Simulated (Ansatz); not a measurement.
Relaxed NaGa4 (space group I4/mmm):

```
CELL_PARAMETERS angstrom
     -2.06135     2.06135     5.50309
      2.06135    -2.06135     5.50309
      2.06135     2.06135    -5.50309
ATOMIC_POSITIONS crystal
  Na 0.00000 0.00000 0.00000
  Ga 0.75000 0.25000 0.50000
  Ga 0.25000 0.75000 0.50000
  Ga 0.38976 0.38976 0.00000
  Ga 0.61024 0.61024 0.00000
```

The atoms are displaced by Q × the pattern below (from a DFPT mode at Γ, largest move 1; Q in Å), at fixed cell.

```csv
atom,x,y,z
Na1,0.000,0.000,0.408
Ga2,0.000,0.000,-1.000
Ga3,0.000,0.000,-1.000
Ga4,0.000,0.000,0.933
Ga5,0.000,0.000,0.933
```

These are LDA (plane waves to 420 eV, PAW, scalar-relativistic; Ansatz, a quantum-chemistry and plane-wave program) values and carry that method's errors. k mesh 16×16×16 (Γ-centred), Fermi-Dirac smearing 0.05 eV. The energy includes the smearing's −TS. With partly filled bands, energies and forces of such displacements shift with the k mesh and the smearing. NaGa4 was relaxed with its symmetry unable to fall. ΔE is measured from the undisplaced structure.

| Q (Å) | ΔE (meV/cell) | −dE/dQ from forces (eV/Å) |
|---|---|---|
| -0.100 | 172 | 3.459 |
| -0.083 | 119 | 2.871 |
| -0.067 | 76 | 2.290 |
| -0.050 | (withheld) | 1.715 |
| -0.033 | (withheld) | 1.145 |
| -0.017 | 5 | 0.574 |
| 0.000 | 0 | 0.000 |
| 0.017 | 5 | -0.574 |
| 0.033 | (withheld) | -1.145 |
| 0.050 | (withheld) | -1.715 |
| 0.067 | 76 | -2.290 |
| 0.083 | 119 | -2.871 |
| 0.100 | 172 | -3.459 |

Problem. Complete the blanks.

Solution. 
- -0.050, ΔE (meV/cell): 43
- -0.033, ΔE (meV/cell): 19
- 0.033, ΔE (meV/cell): 19
- 0.050, ΔE (meV/cell): 43

(A displaced cell: forces are minus the slopes of the energy, force constants its curvatures, and phonons follow from these.)
